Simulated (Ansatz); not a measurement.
Ansatz (an electronic-structure program) input:

Ansatz 0.2 input:
```yaml
crystal:
  lattice:
    - [0.0, 4.715466032, 4.715466032]
    - [4.715466032, 0.0, 4.715466032]
    - [4.715466032, 4.715466032, 0.0]
  atoms:
    - { symbol: Cs, position: [0.75, 0.75, 0.75] }
    - { symbol: Cs, position: [0.25, 0.25, 0.25] }
    - { symbol: Rb, position: [0.5, 0.5, 0.5] }
    - { symbol: As, position: [0.0, 0.0, 0.0] }
    - { symbol: F, position: [0.7819081499, 0.2180918501, 0.2180918501] }
    - { symbol: F, position: [0.2180918501, 0.7819081499, 0.7819081499] }
    - { symbol: F, position: [0.2180918501, 0.7819081499, 0.2180918501] }
    - { symbol: F, position: [0.7819081499, 0.2180918501, 0.7819081499] }
    - { symbol: F, position: [0.2180918501, 0.2180918501, 0.7819081499] }
    - { symbol: F, position: [0.7819081499, 0.7819081499, 0.2180918501] }
kpoints:
  mp_grid: { grid: [3, 3, 3] }
hamiltonian:
  xc: hse06
  pseudopotentials: { kind: paw }
scf:
  n_extra_bands: 10
  occupations: { method: fixed }
output:
  eigenvalues: true
  eigenstates:
    e_range: [-9.0, 15.3]
    kpoints:
      - [0.0, 0.0, 0.5]  # VBM
      - [0.0, 0.21875, 0.21875]  # CBM
      - [0.0, 0.0, 0.0]  # GAMMA
      - [0.5, 0.0, 0.5]  # X
      - [0.5, 0.5, 0.5]  # L
      - [0.5, 0.25, 0.75]  # W
      - [0.375, 0.375, 0.75]  # K
      - [0.625, 0.25, 0.625]  # U
```

Output (shortened):

```
Pseudopotential: Cs, paw, valence charge 9
Pseudopotential: Rb, paw, valence charge 9
Pseudopotential: As, paw, valence charge 15
Pseudopotential: F, paw, valence charge 7
Functional definition: HSE06
davidson cushion auto → on  (no smearing: the cushion is to keep the highest requested band from converging to the state above it …
Crystal: 10 atoms, lattice volume = 209.703 Å³
Basis set: ecut = 420 eV, 4111 PW (Γ)
Bands: 52, of which v1, the nominal top of the filled ones, is band 42 counted from 1 (41 counted from 0)
Symmetry: 48 space group operations
Space group: Fm-3m (ITA 225), of the structure as read, at distance tolerance 5.9e-5 Å
k-points: 4 of 27
SCF iter   1: F=—  HF=-24323.667081 eV  |F-HF|=—  |Δ(HF+E_count)|=         —  Δρ=1.26e-3  dr2=2.93e-3  ethr=1.77e-3  ⟨swp⟩=12.5  Hψ=1053  notcnv=0
preconditioner: auto → none
SCF iter   2: F=-24323.670546 eV  HF=-24323.670643 eV  |F-HF|=9.71e-5  |Δ(HF+E_count)|=   3.56e-3  Δρ=8.14e-4  dr2=6.72e-4  ethr=3.48e-6  ⟨swp⟩=7.2  Hψ=896  notcnv=0
SCF 1 stopped early in 2 iterations: F = -24323.670546 eV  dr2 = 6.72e-4
Crystal: 10 atoms, lattice volume = 209.703 Å³
Exchange kernel: α = 0.2500, screened, ω = 0.2079 Å⁻¹, Wigner–Seitz truncation, v(0) = 1044.0484 eV·Å³, q-mesh 3×3×3, nearest image of the exchange supercell L …
Frozen-core exchange: fock
SCF iter   1: F=—  HF=-24335.452163 eV  |F-HF|=—  |Δ(HF+E_count)|=         —  Δρ=9.17e-3  dr2=2.19e-1  ethr=8.00e-6  ⟨swp⟩=6.8  Hψ=1024  notcnv=0
preconditioner: auto → none
SCF iter   2: F=—  HF=-24335.392117 eV  |F-HF|=—  |Δ(HF+E_count)|=   6.00e-2  Δρ=6.67e-3  dr2=3.60e-2  ethr=8.00e-6  ⟨swp⟩=4.8  Hψ=785  notcnv=0
SCF iter   3: F=—  HF=-24335.403308 eV  |F-HF|=—  |Δ(HF+E_count)|=   1.12e-2  Δρ=2.31e-3  dr2=5.84e-3  ethr=8.00e-6  ⟨swp⟩=4.0  Hψ=641  notcnv=0
SCF iter   4: F=—  HF=-24335.401187 eV  |F-HF|=—  |Δ(HF+E_count)|=   2.12e-3  Δρ=9.81e-4  dr2=1.40e-3  ethr=6.48e-6  ⟨swp⟩=2.2  Hψ=461  notcnv=0
iter 5 solved again at ethr=1.62e-8 eV; its pass at ethr=1.20e-6 eV (dr2=1.36e-5 eV) is discarded
SCF iter   5: F=—  HF=-24335.400810 eV  |F-HF|=—  |Δ(HF+E_count)|=   3.77e-4  Δρ=1.47e-4  dr2=2.73e-4  ethr=1.62e-8  ⟨swp⟩=4.5  Hψ=1172  notcnv=0
SCF iter   6: F=—  HF=-24335.402880 eV  |F-HF|=—  |Δ(HF+E_count)|=   2.07e-3  Δρ=7.22e-4  dr2=7.56e-4  ethr=9.60e-9  ⟨swp⟩=5.5  Hψ=942  notcnv=0
SCF iter   7: F=-24335.402639 eV  HF=-24335.402640 eV  |F-HF|=1.33e-6  |Δ(HF+E_count)|=   2.40e-4  Δρ=3.58e-5  dr2=8.22e-6  ethr=9.60e-9  ⟨swp⟩=4.8  Hψ=820  notcnv=0
SCF 2 stopped early in 7 iterations: F = -24335.402639 eV  dr2 = 8.22e-6
hybrid outer 1: dexx = +2.641e-2 eV, tail = 1.38e-4 eV
Crystal: 10 atoms, lattice volume = 209.703 Å³
Exchange kernel: α = 0.2500, screened, ω = 0.2079 Å⁻¹, Wigner–Seitz truncation, v(0) = 1044.0484 eV·Å³, q-mesh 3×3×3, nearest image of the exchange supercell L …
Frozen-core exchange: fock
SCF iter   1: F=—  HF=-24335.402966 eV  |F-HF|=—  |Δ(HF+E_count)|=         —  Δρ=8.72e-5  dr2=1.52e-5  ethr=8.24e-7  ⟨swp⟩=2.5  Hψ=465  notcnv=0
preconditioner: auto → none
iter 2 solved again at ethr=6.01e-10 eV; its pass at ethr=1.61e-8 eV (dr2=5.05e-7 eV) is discarded
SCF iter   2: F=—  HF=-24335.402964 eV  |F-HF|=—  |Δ(HF+E_count)|=   2.57e-6  Δρ=1.96e-5  dr2=6.07e-7  ethr=6.01e-10  ⟨swp⟩=3.8  Hψ=1104  notcnv=0
SCF iter   3: F=—  HF=-24335.402964 eV  |F-HF|=—  |Δ(HF+E_count)|=   6.55e-7  Δρ=5.20e-6  dr2=1.06e-7  ethr=5.82e-10  ⟨swp⟩=4.5  Hψ=615  notcnv=0
SCF iter   4: F=-24335.402964 eV  HF=-24335.402964 eV  |F-HF|=1.39e-8  |Δ(HF+E_count)|=   3.20e-8  Δρ=3.04e-6  dr2=1.68e-8  ethr=1.08e-10  ⟨swp⟩=4.0  Hψ=607  notcnv=0
SCF 3 converged in 4 iterations: F = -24335.402964 eV  dr2 = 1.68e-8
hybrid outer 2: dexx = +9.246e-7 eV, tail = 8.08e-8 eV, Δε = 3.33e-3 eV (about 1.34e-4 eV left of the loop's levels)
NSCF: frozen V_eff on 8 k-points
hybrid SCF converged: 2 outer / 11 inner (+2 warm-up), last move |dexx| = 9.25e-7 eV, tail = 8.08e-8 eV
Stability not checked (fock_operator)
Free energy (F): -24335.402964 eV
Frozen-core exchange: fock
Harris-Foulkes:  -24335.402964 eV  (|F-HF|=1.39e-8)
Internal energy: -24335.402964 eV  (E = F + TS)
E sigma→0 (E₀):  -24335.402964 eV
Fermi energy:    3.449068 eV
--- Per-component energies (eV) ---
  E_band       = -834.529372
  E_kinetic    = 1830.121843
  E_local      = -7899.237676  (includes V_loc(G=0)·N_el)
  E_nonlocal   = -6.597842
  E_hartree    = 3377.005510
  E_xc         = -835.290700
  E_vxc        = -867.545625  (∫ρ·V_xc dr)
  E_exx        = -272.495936  (= α·E_x^exact, valence–valence)
  E_paw        = -15731.960702  (= ΣΔE_a)
  E_vpaw       = -100.312467  (= ΣTr[D̂ρ^β])
  E_aug_tail   = 0.012360  (compensation charges beyond the density's cutoff)
  E_ewald      = -4795.333687
  E_core_change = -1.626135  (= ΣΔE_core)
  E_smearing   =  0.000000  (= −TS)
  E_closure    =  0.000000  (closes the sum)
  Σ components = -24335.402964   (vs F -24335.402964, Δ=-3.64e-12)
  [band-id]    e_kinetic+e_local+e_nonlocal+2·e_hartree+e_vxc+2·e_exx+e_vpaw+e_augmentation_tail = -834.540258   (vs E_band -834.529372, Δ=-1.09e-2)
--- Band table (eV) ---
  k-point 0: bands = ["-35.7071", "-35.7071", "-35.6792", "-35.6792", "-35.6792", "-22.8640", "-21.0293", "-20.6612", "-20.6612", "-20.6612", "-20.4565", "-20.4565", "-17.9747", "-17.9637", "-7.2290", "-6.0380", "-6.0380", "-6.0380", "-4.2057", "-4.2057", …
  k-point 1: bands = ["-35.7071", "-35.7071", "-35.6792", "-35.6792", "-35.6792", "-22.8563", "-21.0787", "-20.6522", "-20.6522", "-20.6132", "-20.4666", "-20.4666", "-17.9790", "-17.9740", "-7.4207", "-5.9849", "-5.9849", "-5.6572", "-4.0784", "-4.0784", …
  k-point 2: bands = ["-35.7071", "-35.7071", "-35.6792", "-35.6792", "-35.6792", "-22.8543", "-21.0686", "-20.6629", "-20.6629", "-20.6480", "-20.4556", "-20.4323", "-17.9807", "-17.9770", "-7.2992", "-6.0242", "-6.0242", "-5.8389", "-4.0741", "-4.0741", …
  k-point 3: bands = ["-35.7071", "-35.7071", "-35.6792", "-35.6792", "-35.6792", "-22.8517", "-21.0835", "-20.6684", "-20.6531", "-20.6327", "-20.4661", "-20.4278", "-17.9815", "-17.9810", "-7.3632", "-5.9970", "-5.9775", "-5.7567", "-3.9987", "-3.9831", …
```

Cost: roughly 8 core-minutes on shared cores.

The points marked VBM and CBM come from a semilocal run.

The first step of the workflow began from a Materials Project structure, measured or hypothetical; the Crystallography Open Database copy checked does not list it. Its standing as an ambient phase is unchecked. The cell was relaxed with r²SCAN under the symmetry of its start; its stability against distortions is not shown here. Spin–orbit coupling is left out wherever it is not named.

Potentials: the later of the program's two PAW sets.

Ansatz is a plane-wave DFT program.
